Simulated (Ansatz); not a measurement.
Question: Name crystals whose computed values (PBE (plane waves, PAW; program Ansatz)) fall in these windows: electron conductivity mass (mₑ) 0.69 to 0.91; gap (eV) 3.3 to 4.1.

Answer: 

```
crystal                                     electron conductivity mass (mₑ)  gap (eV)
------------------------------------------  -------------------------------  --------
SrZrO3, R3c (Sr on 6a, Zr on 6a, O on 18b)                             0.84      3.74
```
Others may fit too.

Typed or built starts, not in the databases checked: SrZrO3, R3c (Sr on 6a, Zr on 6a, O on 18b). The cell was relaxed under the symmetry of its start. Rows with no word on spin ran without spin polarisation. Scalar-relativistic: spin–orbit coupling is off unless named, which matters more the heavier the elements.

Potentials: the earlier of the program's two PAW sets.
